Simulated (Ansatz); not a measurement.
The start is a relaxed NbAs cell shaken by Gaussian noise of σ = 0.08 Å a coordinate. A full variable-cell relaxation at zero pressure is run with PBEsol (plane waves to 420 eV, PAW, scalar-relativistic; Ansatz, a quantum-chemistry and plane-wave program). The first steps use a coarse 5×5×5 k-mesh.

Starting cell:
```yaml
crystal:
  lattice:
    - [5.08187, 0.00000, 0.00000]
    - [0.00000, 5.08187, 0.00000]
    - [0.00000, 0.00000, 5.08187]
  atoms:
    - { symbol: Nb, position: [0.14721, 0.15694, 0.16686] }
    - { symbol: Nb, position: [0.64412, 0.32709, 0.86045] }
    - { symbol: Nb, position: [0.87684, 0.63449, 0.38216] }
    - { symbol: Nb, position: [0.38466, 0.88914, 0.65555] }
    - { symbol: As, position: [0.84557, 0.85737, 0.88265] }
    - { symbol: As, position: [0.33640, 0.65160, 0.17098] }
    - { symbol: As, position: [0.14467, 0.34578, 0.64677] }
    - { symbol: As, position: [0.67788, 0.15667, 0.37370] }
```

| Quantity | Value |
|---|---|
| Initial pressure | +4 GPa (positive: the cell is compressed) |
| Energy released | 0.11 eV/atom |
| Shortest distances (start → end) | The closest pairs of elements (up to four, under 3.6 Å), start → end: As–Nb 2.41 → 2.59 Å; Nb–Nb 2.79 → 3.12 Å; As–As 2.91 → 3.14 Å |
| Band gap at the end | zero (metallic) |
| Optimiser moves | 7 |

Final values are on a 9×9×9 k-mesh of the relaxed cell. No spin polarisation in the result.

The relaxed structure here is a generated cell of NbAs: the first start was made by placing the elements on the sites of a structure type, and the end was not matched to a known phase here, so it may be hypothetical.
